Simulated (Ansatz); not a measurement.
Level of theory: DFT PBE, scalar-relativistic, plane waves, PAW (Ansatz). Settings: cutoff 420 eV, Γ-centred meshes spaced at most about 0.3 Å⁻¹, and about 0.25 Å⁻¹ or finer for metals (2π included), Gaussian smearing. No spin polarisation in the final relaxations.

These are static total energies at zero pressure.

Two relaxed structures of LaNb₄O:

A.

```cif
data_structure
_symmetry_space_group_name_H-M 'P4/mmm'
_symmetry_Int_Tables_number 123
_cell_length_a 3.9482
_cell_length_b 3.9482
_cell_length_c 7.9616
_cell_angle_alpha 90.000
_cell_angle_beta 90.000
_cell_angle_gamma 90.000
_cell_volume 124.11
loop_
_atom_site_label
_atom_site_type_symbol
_atom_site_symmetry_multiplicity
_atom_site_Wyckoff_symbol
_atom_site_fract_x
_atom_site_fract_y
_atom_site_fract_z
_atom_site_occupancy
La1 La 1 a 0.00000 0.00000 0.00000 1
Nb1 Nb 4 i 0.50000 0.00000 0.66556 1
O1 O 1 d 0.50000 0.50000 0.50000 1
```

B.

```cif
data_structure
_symmetry_space_group_name_H-M 'P4/mmm'
_symmetry_Int_Tables_number 123
_cell_length_a 3.7297
_cell_length_b 3.7297
_cell_length_c 9.4155
_cell_angle_alpha 90.000
_cell_angle_beta 90.000
_cell_angle_gamma 90.000
_cell_volume 130.97
loop_
_atom_site_label
_atom_site_type_symbol
_atom_site_symmetry_multiplicity
_atom_site_Wyckoff_symbol
_atom_site_fract_x
_atom_site_fract_y
_atom_site_fract_z
_atom_site_occupancy
La1 La 1 c 0.50000 0.50000 0.00000 1
Nb1 Nb 4 i 0.00000 0.50000 0.63841 1
O1 O 1 a 0.00000 0.00000 0.00000 1
```

Question: Which would you expect to be lower, and how large is the difference?

Answer: B is lower, by 116 meV/atom. A has space group P4/mmm (No. 123), 20.7 Å³/atom and no gap on its mesh; B has space group P4/mmm (No. 123), 21.8 Å³/atom and no gap. Counting La or Nb atoms around O (for each partner element, those within 1.25 times its shortest distance or 1.15 times the sum of covalent radii, where it is the nearest in units of that sum or under 1.3), A has O 8 and B has O 4. The lower one is the more open, so pressure narrows the difference. Even the lower one lies +0.11 eV/atom against the reference forms of the elements (uncorrected), a margin that errors in the energy of the gaseous reference can exceed. Both come from invented guesses.

A magnetic state wasn't ruled out in cells without spin, among them P4/mmm at 20.7 Å³/atom, P4/mmm at 21.8 Å³/atom. Cells relaxed within their symmetry can be saddle points.
